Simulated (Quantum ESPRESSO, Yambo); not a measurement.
Na2CO3: DFT and GW levels

```cif
data_C4Na8O12
_chemical_formula_sum 'C4 O12 Na8'
_space_group_name_H-M_alt 'C2/m'
_space_group_IT_number 12
_space_group_name_Hall '-C 2y'
_cell_length_a 8.78477
_cell_length_b 5.26440
_cell_length_c 5.92174
_cell_angle_alpha 90.000
_cell_angle_beta 103.199
_cell_angle_gamma 90.000
loop_
_atom_site_label
_atom_site_type_symbol
_atom_site_symmetry_multiplicity
_atom_site_Wyckoff_symbol
_atom_site_fract_x
_atom_site_fract_y
_atom_site_fract_z
_atom_site_occupancy
C1 C 4 i 0.16403 0.50000 0.24928 1
O1 O 4 i 0.28819 0.50000 0.16737 1
O2 O 8 j 0.10154 0.28815 0.29179 1
Na1 Na 4 i 0.33093 0.00000 0.25921 1
Na2 Na 2 a 0.00000 0.00000 0.00000 1
Na3 Na 2 c 0.50000 0.50000 0.50000 1
```
(The calculation used a cell of 12 atoms; values per cell refer to that cell.)

The geometry is that of Materials Project entry mp-3070, symmetrised and not relaxed again.

Starting point: PBEsol (Quantum ESPRESSO, PseudoDojo norm-conserving, 88 Ry, no spin-orbit coupling). G0W0 in Yambo: 2×2×2 Γ-centred k mesh, bands 5 to 208 and a 7 Ry block in the screening, 208 bands in G with the Bruneval-Gonze terminator, plasmon pole fitted at 27.2 eV.

PBEsol gap along the band path: 4.13 eV
PBEsol gap between the mesh's edge points ((0, 0, -0.5) → Γ): 4.13 eV
G0W0 gap between the same points: 7.09 eV
PBEsol smallest direct gap on the mesh (at Γ): 4.18 eV
G0W0 direct gap at that point: 7.15 eV

```csv
k point,band,E PBEsol (eV),E QP (eV),shift (eV),Z
Γ,VB,-0.05,-1.80,-1.75,0.82
Γ,CB,4.13,5.35,1.22,0.88
"(0, 0, -0.5)",VB,0.00,-1.74,-1.74,0.82
"(0, 0, -0.5)",CB,4.93,6.97,2.04,0.85
```

Energies count from the PBEsol valence-band maximum.

Nearest settings tried, and what they do to the gap: 166 bands in W, 166 bands in G: +28 meV; 6 Ry block (227 vectors against 281): -30 meV; 4×4×2 mesh: -73 meV. So the settings aren't converged at that level. The k mesh is coarse.
